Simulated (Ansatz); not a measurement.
Relaxed-ion elastic tensor of GaPt in space group P2_13 (No. 198; Ga on 4a, Pt on 4a) in GPa (Voigt order), plane-wave PAW PBEsol (Ansatz code); density 14.93 g/cm³, 14.73 Å³ per atom.

|  | 1 | 2 | 3 | 4 | 5 | 6 |
|---|---|---|---|---|---|---|
| 1 | 279 | 151 | 151 | 0.0 | 0.0 | 0.0 |
| 2 | 151 | 279 | 151 | 0.0 | 0.0 | 0.0 |
| 3 | 151 | 151 | 279 | 0.0 | 0.0 | 0.0 |
| 4 | 0.0 | 0.0 | 0.0 | 61.7 | 0.0 | 0.0 |
| 5 | 0.0 | 0.0 | 0.0 | 0.0 | 61.7 | 0.0 |
| 6 | 0.0 | 0.0 | 0.0 | 0.0 | 0.0 | 61.7 |

Q: Is the crystal mechanically stable?

A: Yes: the smallest eigenvalue of C is 61.7 GPa.

Q: Work out the Voigt, Reuss and Hill averages.

A: K_V = 194, K_R = 194, K_H = 194; G_V = 62.7, G_R = 62.6, G_H = 62.7 GPa.

Q: Give Young's modulus, Poisson's ratio, Pugh's ratio and the universal anisotropy index.

A: E = 9KG/(3K + G) = 170 GPa; ν = 0.35; K/G = 3.09 (ductile by the Pugh limit of 1.75); A_U = 5G_V/G_R + K_V/K_R − 6 = 0.00.

Q: Estimate the sound speeds and the Debye temperature.

A: v_l = √((K + 4G/3)/ρ) = 4310 m/s, v_t = √(G/ρ) = 2050 m/s, mean 2300 m/s; Θ = (h/k)(3n/4πV)^(1/3) v_m = 280 K.

Q: Give the Zener ratio and Young's modulus along [100], [110] and [111].

A: A = 2C44/(C11 − C12) = 0.96; 1/E = S11 − 2(S11 − S12 − S44/2)Γ with Γ = 0, 1/4, 1/3 gives 173, 169, 167 GPa.

The workflow started from a Materials Project entry (that database holds measured and hypothetical structures alike); the Crystallography Open Database copy checked does not list it. With Ga and Pt taken as one species the cell has the higher symmetry Pa-3, so it may be an ordered model of a mixed-site phase. Whether it is the stable phase at ambient conditions was not checked. The PBEsol relaxation kept the symmetry of its start; of distortions, only those at the zone centre were tested. No spin polarisation was allowed. As this level gives no gap, shear constants depend on the k-mesh and smearing (Fermi–Dirac, 0.1 eV here). Spin–orbit coupling is left out wherever it is not named.

Potentials: the later of the program's two PAW sets.
